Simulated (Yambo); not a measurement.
# How GW settings move the gap: TiO2

G0W0@PBEsol for TiO$_{2}$ (space group Pnma, No. 62) in Yambo. Reference settings: 1×4×2 Γ-centred k mesh, bands 5 to 276 and a 8 Ry block in the screening, 276 bands in G with the Bruneval-Gonze terminator, plasmon pole fitted at 27.2 eV. The PBEsol gap Γ → (0, 0.25, 0) on this mesh is 2.53 eV; G0W0 gaps are taken between the same points.

| change from the reference | G0W0 gap Γ → (0, 0.25, 0) (eV) | shift of the valence edge (eV) | rough Yambo cost |
|---|---|---|---|
| reference settings | 4.06 | -0.21 | 1 |
| 116 bands in W, 116 bands in G | 4.06 | -0.03 | within a factor of two |
| 116 bands in G | 4.01 | -0.19 | – |
| 184 bands in G | 4.05 | -0.21 | – |
| 184 bands in W, 184 bands in G | 4.06 | -0.15 | within a factor of two |
| 139 bands in W | 4.09 | -0.10 | within a factor of two |
| 1 Ry block | 6.47 | -0.81 | within a factor of two |
| 3 Ry block | 4.45 | -0.17 | within a factor of two |
| 7 Ry block | 4.06 | -0.18 | within a factor of two |
| pole fitted at 55 eV | 4.09 | -0.28 | – |
| no random integration | 4.00 | -0.01 | – |
| 116 bands in G, no terminator | 4.11 | 0.47 | – |
| 184 bands in G, no terminator | 4.17 | 0.17 | – |
| no terminator | 4.16 | 0.00 | – |

The reference isn't shown to be the converged limit. Costs are rough (shared machines), scaled to the same edge states, and given only for runs that recompute the screening.

Geometry of the Materials Project entry, not relaxed at this level; primitive cell a = 9.4596 Å, b = 2.9662 Å, c = 4.8806 Å, α = 90.00°, β = 90.00°, γ = 90.00°.

This is not the ordinary phase of the substance.

A shift is the quasiparticle energy of the state minus its PBEsol energy.
